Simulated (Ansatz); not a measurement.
**LiH at 9.9 GPa: from Born charge to LO–TO splitting and polaron coupling**

Computed with DFT PBE, scalar-relativistic, plane waves, PAW (Ansatz). Cutoff 420 eV, 10×10×10 k-points (Γ-centred), fixed occupations. No spin polarisation. Phonons by linear response, acoustic sum rule imposed.

The cell is fixed (symmetry leaves no force on the atoms) and stands under 9.9 GPa:
```cif
data_structure
_symmetry_space_group_name_H-M 'P 1'
_symmetry_Int_Tables_number 1
_cell_length_a 2.6531
_cell_length_b 2.6531
_cell_length_c 2.6531
_cell_angle_alpha 60.000
_cell_angle_beta 60.000
_cell_angle_gamma 60.000
_cell_volume 13.20
loop_
_atom_site_label
_atom_site_type_symbol
_atom_site_fract_x
_atom_site_fract_y
_atom_site_fract_z
_atom_site_occupancy
Li1 Li 0.00000 0.00000 0.00000 1
H1 H 0.50000 0.50000 0.50000 1
```

The cell is the ideal cubic rocksalt prototype. The run warned that the force constants aren't converged on this k mesh, so the frequencies and all that is formed from them are rough.

Linear response gives ν_TO = 783.5 cm⁻¹, Born charges ±1.000 e (positive on Li) and ε∞ = 4.782. The primitive cell holds 13.205 Å³, and the masses are 6.940 and 1.008 amu.

**Question.** Find ν_LO and the static dielectric constant.

**Answer.** The long-wave field adds a restoring force: ω_LO² − ω_TO² = Z*²e²/(ε_vac ε∞ μV). In these units ν_LO² − ν_TO² = 4.92064×10⁷ Z*²/(μ V ε∞) cm⁻², with μ = m₁m₂/(m₁ + m₂) = 0.880 amu: 885997 cm⁻². So ν_LO = √(783.5² + 885997) = 1224.7 cm⁻¹, and the run gives 1224.7. Lyddane–Sachs–Teller then gives ε0 = ε∞ (ν_LO/ν_TO)² = 11.68, against 11.68 in the run (it forms both from the same three quantities, so the match checks the arithmetic only). Between ν_TO and ν_LO the dielectric function is negative and an undamped crystal reflects fully: a reststrahlen band from 8.2 to 12.8 μm.

**Question.** What do the Clausius–Mossotti polarisability and the Szigeti charge come to?

**Answer.** With the Lorentz local field, α = (3V/4π)(ε∞ − 1)/(ε∞ + 2) = 1.76 Å³ for the pair, and e_S = 3Z*/(ε∞ + 2) = 0.44 e. The Born charge includes the electrons' response to the dipole's own local field, and e_S takes that enhancement out. The Lorentz field assumes point-like polarisable ions, a poor picture once ε∞ is this large, since the electron clouds then overlap or are shared, so both numbers are formal here.

**Question.** How strongly does a slow electron couple to the LO mode?

**Answer.** For one isotropic parabolic band, Fröhlich's constant is α_F = (1/ε∞ − 1/ε0) √(m* Ry/ħω_LO), with Ry = 13.606 eV, ħω_LO = 151.8 meV and m* in free-electron masses: α_F = 0.1235 × 9.47 × √m* = 1.17 √m*. The band mass isn't part of this run; for m* = 0.1, 0.3 and 1 it gives 0.37, 0.64, 1.17. In weak coupling the polaron lies α_F ħω_LO below the band edge (97 meV at m* = 0.3) with a mass m*(1 + α_F/6); past α_F of about 5 or 6 that expansion fails. A semilocal functional's ε∞ tends to be too large, which taken alone lowers α_F.

Cost: 1 run of about 1.4 core-minutes, on AMD EPYC 7R43 (Zen 3) (shared hosts).